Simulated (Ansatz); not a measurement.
Below is a relaxed structure of Al3InAs4. The cell was found from a structure generator's guess, not taken from experiment.

All numbers below come from DFT PBE, scalar-relativistic, plane waves, PAW in Ansatz. Cutoff 420 eV, Γ-centred mesh, Gaussian smearing, no spin polarisation.

```
Al In As
1.0
     4.12693    0.00000    0.00000
     0.00000    4.12969    5.83855
     0.00000   -4.12969    5.83855
Al In As
3 1 4
Direct
  0.00000 0.00005 0.00005
  0.50000 0.50055 0.99920
  0.50000 0.99920 0.50055
  0.00000 0.50070 0.50070
  0.00000 0.89112 0.36972
  0.50000 0.36359 0.36359
  0.00000 0.36972 0.89112
  0.50000 0.87506 0.87506
```

The zero of energy is the elements' standard structures at the same level; no fitted shifts are applied.

(1) Find its symmetry and describe it.

(2) What is its formation energy per atom?

(3) Is it a metal?

Results:

(1) Amm2 (No. 38), with Al and In ordered on zinc blende sites. Conventional cell: a = 4.127 Å, b = 8.259 Å, c = 11.677 Å. Al on a site of symmetry mm2 is surrounded by 4 As at 2.49–2.53 Å; Al on a site of symmetry m is surrounded by 4 As at 2.46–2.53 Å; In has 4 As at 2.61–2.63 Å; As on a site of symmetry m is surrounded by 3 Al at 2.49 Å and 1 In at 2.63 Å; 2 more sites not described.

(2) −0.409 eV/atom.

(3) No, the gap on the 8×4×4 mesh is 0.97 eV.

The last run used an 8×4×4 mesh (in the run's order of axes) for its 8-atom cell and Gaussian smearing of 0.02 eV. Kohn–Sham gaps at this level usually fall short of measured ones. The reference form of As is held partly by dispersion forces, which this level lacks. Symmetry constrained the relaxation, so the result can be a saddle point. Another cell of Al3InAs4 relaxed alike, in I-42m, lies 12 meV/atom lower, so this cell isn't the stable form at this level.
